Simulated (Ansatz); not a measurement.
**Computed properties of Li2Pt**

```
Li Pt
1.0
     4.18600    0.00000    0.00000
    -2.09300    3.62518    0.00000
     0.00000    0.00000    2.66100
Li Pt
2 1
Direct
  0.33333 0.66667 0.50000
  0.66667 0.33333 0.50000
  0.00000 0.00000 0.00000
```

Atoms are numbered in the order listed.

The geometry is COD entry 1523301, unchecked; take it as a test cell.

Spin–orbit coupling is left out, though it moves levels of the heavy atoms by tenths of an eV or more.

All numbers are computed: DFT, LDA, all-electron LAPW, scalar-relativistic (Ansatz 0.2.0); DFT, LDA, PAW with Ansatz's default frozen-core files, scalar-relativistic (Ansatz 0.2.0).

For LAPW: a Γ-centred 9×9×12 k mesh, Fermi–Dirac smearing of 0.03 eV, basis error target 1 meV/atom, no spin polarisation. PAW takes a cutoff of 420 eV at this cell (files made with PBE, cores remade for this functional). The Ansatz runs share mesh, smearing and spin set-up. Values come from LAPW unless marked.

* Pressure at this cell: -4.41 GPa
* Band gap: none: bands cross the Fermi level, a metal
* Stress xx, yy, zz (compression positive): -3.98, -3.98, -5.26 GPa
* Density of states at the Fermi level (0.2 eV bin): 0.76 states/eV per cell
* Löwdin charges (with 0.24 e of the cell spilling out of the atomic basis, so their sizes and signs hang on that basis): Li1 0.42, Pt3 -0.59 e
* Bader charges (from the PAW run): Li1 +0.82, Pt3 -1.64 e
* Volume per atom: 13.46 Å³
